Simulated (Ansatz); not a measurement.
Na:
```
CELL_PARAMETERS angstrom
     -1.88289     1.88289     2.66215
      1.88289    -1.88289     2.66215
      1.88289     1.88289    -2.66215
ATOMIC_POSITIONS crystal
  Na 0.00000 0.00000 0.00000
```

Relaxed with r²SCAN. Special points in fractions of this cell's reciprocal vectors: Γ (0.000, 0.000, 0.000); X (0.000, 0.000, 0.500); P (0.250, 0.250, 0.250); N (0.000, 0.500, 0.000); M (0.500, 0.500, -0.500); S (0.375, 0.625, -0.375); S0 (-0.375, 0.375, 0.375); R (-0.250, 0.250, 0.500); G (0.500, 0.500, -0.250).

Task: List the band energies nearest the Fermi level at these points for plane-wave PAW r²SCAN (Ansatz code).

Result: In eV from the Fermi level; about four levels below and three above (degenerate sets whole), none deeper than 8.9 eV; … stands for higher levels left out; points with the same levels are listed once.

| k | below | above |
|---|---|---|
| Γ | -3.45 | … |
| X | – | 1.84 2.54 6.63 |
| P | – | 3.14 3.14 3.23 |
| N | – | 0.51 1.17 … |
| M | – | 1.84 2.54 6.62 |
| S | – | 2.49 2.52 3.74 |

Space group Fm-3m (fcc (Cu type)). This is a known high-pressure phase of the composition, computed here at zero pressure and temperature. The r²SCAN relaxation kept the symmetry of its start; whether a distortion lowers the energy is not shown. Point labels and valley counts follow the cell and symmetry of the run, lower than the named group.

Potentials: the later of the program's two PAW sets.
